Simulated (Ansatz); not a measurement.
NaF (rock salt)

```
CELL_PARAMETERS angstrom
      0.00000     2.35078     2.35078
      2.35078     0.00000     2.35078
      2.35078     2.35078     0.00000
ATOMIC_POSITIONS crystal
  F  0.00000 0.00000 0.00000
  Na 0.50000 0.50000 0.50000
```

In this cell atom 1 (F, nearest neighbour Na at 2.351 Å; its periodic images, 3.3 Å or more away, move with it) is moved by s along Cartesian x, unit vector (1.000, 0.000, 0.000); all other atoms and the cell stay fixed.

All values below come from PBE (plane waves to 420 eV, PAW, scalar-relativistic; Ansatz, a first-principles code). k mesh 10×10×10 (Γ-centred), Fermi-Dirac smearing 0.05 eV. The energy includes the smearing's −TS. Compression counts positive. Left out: 2 of 11 points, with atoms too close for the PAW data. F∥ is the force on the atom along that direction. NaF was relaxed with its symmetry unable to fall. The relaxed volume of NaF is well above the measured one; the method has no dispersion term. ΔE is measured from the undisplaced structure.

```csv
s (Å),ΔE (meV/cell),F∥ (eV/Å),P (GPa)
-0.568,696,4.113,13.3
-0.426,285,1.926,6.1
-0.284,98,[?],2.3
-0.142,[?],0.307,0.5
0.000,0,0.000,0.0
0.142,[?],-0.307,0.5
0.284,98,[?],2.3
0.426,285,-1.926,6.1
0.568,696,-4.113,13.3
```

Fill in the missing entries.


- -0.284, F∥ (eV/Å): 0.842
- -0.142, ΔE (meV/cell): 21
- 0.142, ΔE (meV/cell): 21
- 0.284, F∥ (eV/Å): -0.842

(A displaced cell: forces are minus the slopes of the energy, force constants its curvatures, and phonons follow from these.)
